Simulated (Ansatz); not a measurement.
ReS2 in space group P6_3/mmc (No. 194; Re on 2c, S on 4f), DFT-PBE in the program Ansatz with PAW potentials, all energies at zero smearing, with the estimated change up to a 700 eV cutoff added, with one set of potentials and settings (totals compare only within such a set). Cell of 6 atoms (2 Re, 4 S): -25346.015 eV.

| element | reference phase | E (eV/atom) |
|---|---|---|
| Re | P6_3/mmc, 2 atoms in the cell | -10868.0812 |
| S | Fddd, 32 atoms in the cell | -902.0599 |

Formation energy per atom, worked out: (-25346.015 − 2×(-10868.0812) − 4×(-902.0599))/6 = -0.269 eV/atom (-26 kJ per mol of atoms), at 0 K, without zero-point energy or fitted corrections.

The cell is a constructed one: a structure type filled with these elements; neither database checked (COD, Materials Project) lists it. Its standing as an ambient phase is unchecked. The PBE relaxation kept the symmetry of its start; its stability against distortions is not shown here. The run is not spin-polarised. A crystal of weakly bound layers computed without a dispersion correction: the cell and the soft elastic constants depend strongly on that. The references are the lowest solids computed at this level, not always the standard phases. Scalar-relativistic: spin–orbit coupling is off unless named, which matters more the heavier the elements.

Potentials: the later of the program's two PAW sets.
